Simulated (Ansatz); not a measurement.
Consider the following.

Starting cell, HfO$_{2}$ (fluorite):

```
CELL_PARAMETERS angstrom
      0.00000     5.05847     5.05847
      2.52923     0.00000     2.52923
      2.52923     2.52923     0.00000
ATOMIC_POSITIONS crystal
  Hf 0.00000 0.00000 0.00000
  Hf 0.50000 0.00000 0.00000
  O  0.12500 0.25000 0.25000
  O  0.62500 0.25000 0.25000
  O  0.37500 0.75000 0.75000
  O  0.87500 0.75000 0.75000
```

The atoms are displaced by Q × the pattern below (from a DFPT mode at L = (0.5, 0.0, 0.0), largest move 1; Q in Å), at fixed cell. (q is in reciprocal vectors of the primitive cell; the cell shown is doubled to hold the pattern.)

```csv
atom,x,y,z
Hf1,0.577,-0.577,-0.577
Hf2,-0.577,0.577,0.577
O3,0.344,-0.344,-0.344
O4,-0.344,0.344,0.344
O5,-0.344,0.344,0.344
O6,0.344,-0.344,-0.344
```

All values below come from r2SCAN (plane waves to 500 eV, PAW, scalar-relativistic; Ansatz, a program for electronic structure). k mesh 11×11×11 (Γ-centred), Fermi-Dirac smearing 0.05 eV. E stands for the smeared free energy. HfO2 is run without spin polarisation. HfO2 was relaxed with its symmetry unable to fall. Spin-orbit coupling is left out, though Hf is heavy. This is a high-temperature form of HfO2. The zero of ΔE is the undisplaced structure.

The scan covers Q from -0.100 to 0.100 Å in 13 points.

Is this a single well or a double well?

A single well with its minimum at or next to zero displacement.

Which space group does the distorted structure have?

R-3m (No. 166), lowered from Fm-3m.

What is the energy change at Q = 0.100 Å?

283.8 meV/cell.

What harmonic wavenumber does the curvature at Q = 0 give?

195 cm⁻¹.

(For displaced atoms, the force is minus the slope of the energy, and its curvature is a force constant, which sets phonon frequencies.)
